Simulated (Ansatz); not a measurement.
CuCl (zinc blende) was relaxed and computed twice in Ansatz (plane waves, PAW), once with HSE06 and once with LDA.

|  | run 1 | run 2 |
|---|---|---|
| cell | a = 5.208 Å, b = 5.208 Å, c = 5.208 Å, α = 90.00°, β = 90.00°, γ = 90.00° | a = b = c = 5.448 Å, α = β = γ = 90.00° |
| gap (eV) | 0.63 | 2.35 |
| B₀ by P(V) fit (GPa) | 74.3 | 45.9 |

Q: Which run used which functional?

A: Run 1 is LDA, run 2 is HSE06.

All cells were relaxed under the symmetry of their starts (and spin orders); stability against distortions was not tested throughout. Rows with no word on spin ran without spin polarisation.

Potentials: the later of the program's two PAW sets.

Ansatz (an electronic-structure program) is a plane-wave DFT program.
